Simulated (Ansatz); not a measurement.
Space group P4/mmm (No. 123). a = 4.277 Å, b = 4.277 Å, c = 6.119 Å, α = 90.00°, β = 90.00°, γ = 90.00°
```csv
atom,site,symmetry,x,y,z
Al,4i,2mm.,0.5000,0.0000,0.7591
Ni,1c,4/mmm,0.5000,0.5000,0.0000
Pd,1a,4/mmm,0.0000,0.0000,0.0000
Pd,1b,4/mmm,0.0000,0.0000,0.5000
Pd,1d,4/mmm,0.5000,0.5000,0.5000
```

Equation of state of this Al$_{4}$NiPd$_{3}$ structure (not necessarily the ground state), with shape and atoms relaxed at each volume where symmetry leaves them free. It has no gap at any of these volumes. All numbers below come from DFT PBE, scalar-relativistic, plane waves, PAW in Ansatz 0.2.0.

Plane waves to 420 eV, a k mesh through Γ of 10×10×6 on the computed 8-atom cell and Gaussian smearing (0.10 eV); no spin polarisation.

```json
{"V (Å³/atom)": "12.312", "E − E(largest V) (meV/atom)": "66.73", "P (GPa)": "26.52"}
{"V (Å³/atom)": "12.732", "E − E(largest V) (meV/atom)": "8.58", "P (GPa)": "18.12"}
{"V (Å³/atom)": "13.151", "E − E(largest V) (meV/atom)": "-29.35", "P (GPa)": "11.04"}
{"V (Å³/atom)": "13.571", "E − E(largest V) (meV/atom)": "-50.20", "P (GPa)": "5.05"}
{"V (Å³/atom)": "13.991", "E − E(largest V) (meV/atom)": "-56.61", "P (GPa)": "-0.01"}
{"V (Å³/atom)": "14.411", "E − E(largest V) (meV/atom)": "-50.81", "P (GPa)": "-4.28"}
{"V (Å³/atom)": "14.830", "E − E(largest V) (meV/atom)": "-34.72", "P (GPa)": "-7.88"}
{"V (Å³/atom)": "15.390", "E − E(largest V) (meV/atom)": "0.00", "P (GPa)": "-11.81"}
```

Question: Fit a third-order Birch–Murnaghan equation, E = E0 + (9V0B0/16)·[(x − 1)³B0' + (x − 1)²(6 − 4x)] with x = (V0/V)^(2/3), to E(V).

Answer: V0 = 13.99 Å³/atom, B0 = 155 GPa, B0' = 4.6.

Spin polarisation was left out, and a magnetic state may lie lower.

The cell was found from a structure generator's guess, not taken from experiment.
